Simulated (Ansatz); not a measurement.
Li$_{3}$Sb:
```
CELL_PARAMETERS angstrom
      0.00000     3.27246     3.27246
      3.27246     0.00000     3.27246
      3.27246     3.27246     0.00000
ATOMIC_POSITIONS crystal
  Li 0.50000 0.50000 0.50000
  Li 0.75000 0.75000 0.75000
  Li 0.25000 0.25000 0.25000
  Sb 0.00000 0.00000 0.00000
```

DFT-r²SCAN in the program Ansatz with PAW potentials gives a gap of 1.10 eV without spin–orbit coupling, maximum on the K–Γ line, 83 % of the way from K, minimum at X.

Question: What happens when spin–orbit coupling is switched on?

Answer: The gap decreases by 0.19 eV, to 0.91 eV; maximum at Γ, minimum at X.

Question: Give the electron effective mass with spin–orbit coupling.

Answer: 0.27, 0.27, 0.75 mₑ (principal values).

Question: Give the hole effective mass with spin–orbit coupling, band 1 of 2 at the edge.

Answer: 0.29 along [100], 0.71 along [110], 0.94 along [111] (mₑ).

Question: Give the hole effective mass with spin–orbit coupling, band 2 of 2 at the edge.

Answer: 0.25 along [100], 0.16 along [110], 0.16 along [111] (mₑ).

Space group Fm-3m. The workflow started from a Materials Project entry (that database holds measured and hypothetical structures alike); the Crystallography Open Database files this formula in space group No. 225, but the cells were not matched. Whether it is the stable phase at ambient conditions was not checked. The cell was relaxed with r²SCAN under the symmetry of its start; its stability against distortions is not shown here.

Potentials: the later of the program's two PAW sets.
